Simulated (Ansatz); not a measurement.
MnB$_{4}$ in space group Pnnm (No. 58; Mn on 2a, B on 4g, B on 4g) under volume change, plane-wave PAW PBEsol (Ansatz code), shape and atoms relaxed at each volume.

```csv
V (Å³/atom),E − E(relaxed) (meV/atom),P (GPa)
6.466,58.7,31.78
6.679,24.8,19.57
6.892,5.9,9.07
7.105,0.0,0.01
7.318,5.3,-7.78
7.531,20.2,-14.45
7.745,43.3,-20.10
```

Q: What does a third-order Birch–Murnaghan fit give for V₀, B₀ and B′?

A: V₀ = 7.11 Å³/atom, B₀ = 278 GPa, B′ = 4.0.

The first step of the workflow began from a Materials Project structure, measured or hypothetical; the Crystallography Open Database copy checked does not list it. COD files the formula under space group No. 12. Whether it is the stable phase at ambient conditions was not checked. The PBEsol relaxation kept the symmetry of its start; whether a distortion lowers the energy is not shown. The final state is ferromagnetic, chosen from 5 collinear starts compared on coarse meshes (ties went to the first, and starts can fall back to one state), not a proven ground state.

Potentials: the later of the program's two PAW sets.
